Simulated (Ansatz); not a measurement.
YGe in space group P6/mmm (No. 191; Y on 3f, Ge on 1a, Ge on 2d) under volume change, the program Ansatz at the PBE level (PAW), shape and atoms relaxed at each volume.

```csv
V (Å³/atom),E − E(relaxed) (meV/atom),P (GPa)
26.790,43.8,5.72
27.674,18.5,3.52
28.557,4.4,1.63
29.440,0.0,0.00
30.323,4.0,-1.40
31.206,15.1,-2.62
32.090,32.5,-3.66
```

Problem. What does a third-order Birch–Murnaghan fit give for V₀, B₀ and B′?

Solution. V₀ = 29.44 Å³/atom, B₀ = 50.3 GPa, B′ = 3.9.

A made-up cell: these elements were put on the sites of a structure type; neither database checked (COD, Materials Project) lists it. Its standing as an ambient phase is unchecked. Symmetry was held in the PBE relaxation; whether a distortion lowers the energy is not shown. No spin polarisation was allowed.

Potentials: the later of the program's two PAW sets.
